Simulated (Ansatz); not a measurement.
A: Tl (hcp, Mg type), a = b = 3.6083 Å, c = 5.5742 Å, α = β = 90.00°, γ = 120.00°
B: MoSi₂ (MoSi2 type, space group I4/mmm), a = b = 3.217 Å, c = 7.873 Å, α = β = γ = 90.00°
C: GaCuSe$_{2}$ (chalcopyrite), a = b = 5.6719 Å, c = 11.2625 Å, α = β = γ = 90.00°
D: TaAs (NbAs type, space group I4_1md), a = b = 3.463 Å, c = 11.733 Å, α = β = γ = 90.00°

Scan: energy against volume (even scaling of the relaxed cell, symmetry kept). One method and one kind of scan serve all of them; meshes and ranges differ. All were relaxed with their symmetry unable to fall. At this level the bands of GaCuSe2 touch or barely overlap; measurements give the solid a gap. At this level the bands of TaAs touch or barely overlap. GaCuSe2 is run without spin polarisation. MoSi2 is run without spin polarisation. Spin-orbit coupling is left out. TaAs is run without spin polarisation. The relaxed volume of Tl is well above the measured one; the method has no dispersion term.

Problem. Rank these by bulk modulus at fixed cell shape (fitted) (highest first), as PBE (plane waves to 420 eV, PAW, scalar-relativistic; Ansatz, a program for electronic structure) gives it.

Solution. B (205 GPa), D (177 GPa), C (60.1 GPa), A (26.2 GPa)

(A scan under strain: stresses follow from slopes of the energy per volume, elastic moduli from its curvatures.)
